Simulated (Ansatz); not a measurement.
**C: energy along a strain**

C, Fd-3m, a = 3.567 Å (as given, not relaxed at this level: -2.4 GPa). Ansatz: r2SCAN, PAW, 500 eV, Γ-centred 12×12×12 mesh on 2 atoms, Gaussian smearing 0.05 eV; no spin polarisation. Cell vectors (Å): 0.000 1.783 1.783; 1.783 0.000 1.783; 1.783 1.783 0.000. The cell is strained by x per cent times the pattern (0 0 0 1 0 0) in the order xx yy zz yz xz xy (engineering shears), with fractional coordinates held. y is the free energy over the start, V0 = 5.672 Å³/atom. Symmetry makes y even in x. Points with a strain past 8.5 % were computed too (2) and aren't used here.

```tsv
x (%)	y (meV/atom)
-5.00	25.69
0.00	0.00
1.25	1.60
2.50	6.41
3.75	14.44
6.25	40.19
7.50	?
```

Question: Fit y = c2 x² + c4 x⁴ to the other rows, get the stiffness along the pattern, and predict the missing energy.

Answer: Least squares on the rows shown. y = 1.0254 x² + 8.7850×10⁻⁵ x⁴. The clamped-ion stiffness p·C·p = 2 × 10.25 eV × 160.2 / 5.672 Å³ = 579 GPa, which is C44 in these axes (second derivative at the start, which stands under stress). At x = 7.50 the fit asked for gives 57.96 meV/atom. The run gave 57.95 meV/atom, so the fit is 0.01 meV/atom too high, a small miss on the scale of the series.